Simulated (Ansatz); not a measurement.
**How much do the gradients of SnO depend on the method?**

Cell: a Materials Project structure (computed, not necessarily an observed phase).

```
Sn O
1.0
     3.81370    0.00000    0.00000
     0.00000    3.81370    0.00000
     0.00000    0.00000    4.88691
Sn O
2 2
Direct
  0.00000 0.50000 0.23537
  0.50000 0.00000 0.76463
  0.50000 0.50000 0.00000
  0.00000 0.00000 0.00000
```

Atoms are numbered from 1 in the order listed; like atoms form one site, named after its first atom.

First run. The numbers come from a DFT calculation in Ansatz (PBE, plane waves and PAW, scalar-relativistic, 420 eV cutoff, Γ-centred 9×9×7 k-points, Fermi–Dirac smearing 0.01 eV).

```csv
site,atom,V_zz (10²¹ V/m²),η
Sn,1,-17.46,0.00
O,3,0.074,0.00
```

Second run. The same atoms and settings, except that the functional is r2SCAN and the cutoff is 500 eV.

Task: What does the second run give?

Result: 

| site | atom | V_zz | η | change of V_zz |
| --- | --- | --- | --- | --- |
| Sn | 1 | -18.85 | 0.00 | -1.39 |
| O | 3 | 0.12 | 0.00 | +0.05 |

The largest change of V_zz is on Sn, from -17.46 to -18.85. In per cent, |V_zz| changes by +8 on Sn (all sites that start above 0.5). Isomer shifts (Sn against SnO₂, from the density at the nucleus and a line fitted to measured compounds for each functional; the lines scatter by about 0.1 mm/s, so smaller changes between functionals mean little): Sn 2.71 → 2.72 mm/s.

Without spin–orbit coupling (the program notes it for Sn) the gradients can shift somewhat, as the gap is small.
For the first run: The largest force is 0.4 eV/Å, so the atoms aren't at the calculated equilibrium and relaxing them would move these values. With a gap of 0.3 eV on this mesh, small gradients can still move by 0.1 × 10²¹ V/m² or more as the k-mesh gets denser.
For the second run: With these PAW files V_zz is typically within 2 to 3 % of all-electron values, but misses above 10 % occur on Sn. With a gap of 0.4 eV on this mesh, small gradients can still move by 0.1 × 10²¹ V/m² or more as the k-mesh gets denser.
